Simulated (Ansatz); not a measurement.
Relaxation of a generated cell, SnTe placed in the 6H structure type; 12 atoms in the cell, which starts as P6₃mc (No. 186), hP12; a = 4.8829 Å, b = 4.8829 Å, c = 23.9603 Å, α = 90.00°, β = 90.00°, γ = 120.00°. Level of theory: PBE (plane waves to 420 eV, PAW, scalar-relativistic; Ansatz, a first-principles code). Γ-centred k-mesh 5×5×1 on the run's cell (coarser than for final values), Fermi–Dirac smearing 0.05 eV. This is the first round of the run. 

The optimiser's lines from the output (shortened; P is positive under compression):

```
relax step   1: F+E_penalty+E_count = -78025.93826833 eV  Δ(F+E_penalty+E_count) = +0.000e0 eV  max|allowed force component| = 1.734e-1 eV/Å  Δτ_max = 0.0000 Å  P = +4.025 GPa  Ω = 494.744 Å³  (9 SCF iters, dr2 threshold 1.00e-7 eV, accepted)
relax step   2: F+E_penalty+E_count = -78026.70318147 eV  Δ(F+E_penalty+E_count) = -7.649e-1 eV  max|allowed force component| = 4.308e-2 eV/Å  Δτ_max = 0.0320 Å  P = -0.261 GPa  Ω = 567.831 Å³  (8 SCF iters, dr2 threshold 1.20e-6 eV, accepted)
relax step   3: F+E_penalty+E_count = -78026.71703098 eV  Δ(F+E_penalty+E_count) = -1.385e-2 eV  max|allowed force component| = 9.793e-3 eV/Å  Δτ_max = 0.0166 Å  P = -0.061 GPa  Ω = 562.935 Å³  (6 SCF iters, dr2 threshold 4.69e-7 eV, accepted)
relax step   4: F+E_penalty+E_count = -78026.82328669 eV  Δ(F+E_penalty+E_count) = -1.063e-1 eV  max|allowed force component| = 1.113e-1 eV/Å  Δτ_max = 0.0807 Å  P = +0.443 GPa  Ω = 547.377 Å³  (7 SCF iters, dr2 threshold 3.00e-7 eV, accepted)
relax step   5: F+E_penalty+E_count = -78027.10383025 eV  Δ(F+E_penalty+E_count) = -2.805e-1 eV  max|allowed force component| = 1.720e-1 eV/Å  Δτ_max = 0.0787 Å  P = +0.301 GPa  Ω = 539.045 Å³  (7 SCF iters, dr2 threshold 1.20e-6 eV, accepted)
relax step   6: F+E_penalty+E_count = -78027.44492552 eV  Δ(F+E_penalty+E_count) = -3.411e-1 eV  max|allowed force component| = 2.258e-1 eV/Å  Δτ_max = 0.0796 Å  P = +0.067 GPa  Ω = 528.569 Å³  (6 SCF iters, dr2 threshold 1.20e-6 eV, accepted)
relax step   7: F+E_penalty+E_count = -78027.73061699 eV  Δ(F+E_penalty+E_count) = -2.857e-1 eV  max|allowed force component| = 2.693e-1 eV/Å  Δτ_max = 0.1144 Å  P = -0.247 GPa  Ω = 515.889 Å³  (7 SCF iters, dr2 threshold 1.20e-6 eV, accepted)
relax step   8: F+E_penalty+E_count = -78027.87328243 eV  Δ(F+E_penalty+E_count) = -1.427e-1 eV  max|allowed force component| = 2.101e-1 eV/Å  Δτ_max = 0.1995 Å  P = -0.177 GPa  Ω = 497.498 Å³  (6 SCF iters, dr2 threshold 1.20e-6 eV, accepted)
relax step   9: F+E_penalty+E_count = -78027.91406962 eV  Δ(F+E_penalty+E_count) = -4.079e-2 eV  max|allowed force component| = 1.050e-1 eV/Å  Δτ_max = 0.1196 Å  P = +0.072 GPa  Ω = 478.882 Å³  (6 SCF iters, dr2 threshold 1.20e-6 eV, accepted)
relax step  10: F+E_penalty+E_count = -78027.91507397 eV  Δ(F+E_penalty+E_count) = -1.004e-3 eV  max|allowed force component| = 7.740e-2 eV/Å  Δτ_max = 0.0116 Å  P = +0.090 GPa  Ω = 478.310 Å³  (4 SCF iters, dr2 threshold 6.89e-7 eV, accepted)
relax step  11: F+E_penalty+E_count = -78027.91473494 eV  Δ(F+E_penalty+E_count) = +3.390e-4 eV  max|allowed force component| = 8.210e-2 eV/Å  Δτ_max = 0.0321 Å  P = -0.182 GPa  Ω = 483.321 Å³  (6 SCF iters, dr2 threshold 3.74e-7 eV, accepted)
relax step  12: F+E_penalty+E_count = -78027.91883565 eV  Δ(F+E_penalty+E_count) = -4.101e-3 eV  max|allowed force component| = 1.768e-2 eV/Å  Δτ_max = 0.0187 Å  P = +0.022 GPa  Ω = 481.216 Å³  (5 SCF iters, dr2 threshold 4.21e-7 eV, accepted)
relax step  13: F+E_penalty+E_count = -78027.91891156 eV  Δ(F+E_penalty+E_count) = -7.591e-5 eV  max|allowed force component| = 4.003e-4 eV/Å  Δτ_max = 0.0044 Å  P = +0.001 GPa  Ω = 481.555 Å³  (4 SCF iters, dr2 threshold 1.95e-8 eV, accepted)
relax step  14: F+E_penalty+E_count = -78027.92566513 eV  Δ(F+E_penalty+E_count) = -6.754e-3 eV  max|allowed force component| = 2.926e-4 eV/Å  Δτ_max = 0.0000 Å  P = +0.032 GPa  Ω = 481.555 Å³  stress off target by 5.23e-2 GPa  SCF on the basis re-selected at this cell (its energy is not comparable with the rows above)  (7 SCF iters)
relax step  15: F+E_penalty+E_count = -78027.92573963 eV  Δ(F+E_penalty+E_count) = -7.450e-5 eV  max|allowed force component| = 1.293e-3 eV/Å  Δτ_max = 0.0016 Å  P = -0.006 GPa  Ω = 481.977 Å³  (5 SCF iters, dr2 threshold 6.84e-9 eV, accepted)
relax step  16: F+E_penalty+E_count = -78027.92576216 eV  Δ(F+E_penalty+E_count) = -2.253e-5 eV  max|allowed force component| = 1.289e-3 eV/Å  Δτ_max = 0.0000 Å  P = -0.006 GPa  Ω = 481.977 Å³  stress off target by 1.17e-2 GPa  SCF on the basis re-selected at this cell (its energy is not comparable with the rows above)  (6 SCF iters)
```

From the first to the last row the energy changes by -0.17 eV/atom and the volume by -2.6 %. The last row is marked as not comparable with the walk above it, whose basis was carried along; it does compare with step 1, since both stand on a basis selected at the nominal cutoff for their own cell.

Later rounds, restarted from the end of this one on a renewed k-mesh, logged 4 more steps and released under 0.01 eV/atom more. The final structure after all rounds: P6₃mc (No. 186), hP12; a = b = 5.4413 Å, c = 18.6930 Å, α = β = 90.00°, γ = 120.00°. Between re-selections the logged energies stand on a plane-wave basis carried along with the cell. No spin polarisation in the result.

The run could not lower the symmetry of its start; a shaken copy of this end point relaxes with PBE to Imm2 (No. 44), 128 meV/atom lower.

The relaxed structure here is a generated cell of SnTe: the first start was made by placing the elements on the sites of a structure type, and the end was not matched to a known phase here, so it may be hypothetical. Known forms of SnTe include space group No. 225.
